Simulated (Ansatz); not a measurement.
Here is the system:

InP:
Space group Pm-3n (No. 223); a = b = c = 7.2722 Å, α = β = γ = 90.00°

```csv
atom,site,symmetry,x,y,z
In,6c,-4m.2,0.0000,0.5000,0.2500
P,6d,-4m.2,0.0000,0.2500,0.5000
```

This is the r²SCAN-relaxed structure.

**Question.** All from r²SCAN in the plane-wave PAW code Ansatz, unless another level is named. Give the electron effective mass.

**Answer.** 0.087 mₑ (isotropic).

**Question.** And the HSE06 gap on the r²SCAN cell?

**Answer.** 1.42 eV.

**Question.** And the hole effective mass, band 3 of 3 at the edge?

**Answer.** 0.066 along [100], 0.077 along [110], 0.082 along [111] (mₑ).

**Question.** What about the weight of the valence-edge state by species (Voronoi cells)?

**Answer.** P 78 %, In 22 %.

The start of the workflow was typed in or built on a structure type; neither database checked (COD, Materials Project) lists it. It is not the phase usual at ambient conditions (space group No. 216). The cell was relaxed with r²SCAN under the symmetry of its start; whether a distortion lowers the energy is not shown. The volume moved by 28 % from the start of the relaxation. Spin–orbit coupling is left out wherever it is not named.

Potentials: the later of the program's two PAW sets.
